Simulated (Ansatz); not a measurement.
## ZrHg: zone-centre modes under pressure

ZrHg, P4/mmm, a = 3.085 Å, c = 4.197 Å. The structure is a COD entry; whether it is the stable form wasn't checked. Ansatz: LDA, PAW, 420 eV, Γ-centred 14×14×10 mesh on 2 atoms, Fermi-Dirac smearing 0.15 eV; no spin polarisation. Cell and atoms are relaxed at each pressure with the symmetry kept; optical modes at Γ by linear response, in cm⁻¹, matched by rank (the highest 2 distinct ones).

```
P (GPa) V (Å³/atom)     ω1     ω2
      0       19.967  117.3  160.3
      3       19.514  123.5  169.7
     10       18.635      ?      ?
```

Task: Get each mode's Grüneisen parameter γ = −d ln ω/d ln V from the other rows and predict the missing frequencies.

Result: ln(V/V0) = 0.0000, -0.0229, -0.0690; a line through ln(ω/ω0) of the 2 known rows gives ω1: γ = 2.249, predicted 137.0, computed 135.9; ω2: γ = 2.488, predicted 190.3, computed 188.8. The worst miss is 0.8 %, or 6 % of the shift under pressure, so a constant γ serves at that level. In a metal these frequencies hang on the mesh and smearing.

Spin–orbit coupling is left out, which can shift energies with elements as heavy as these.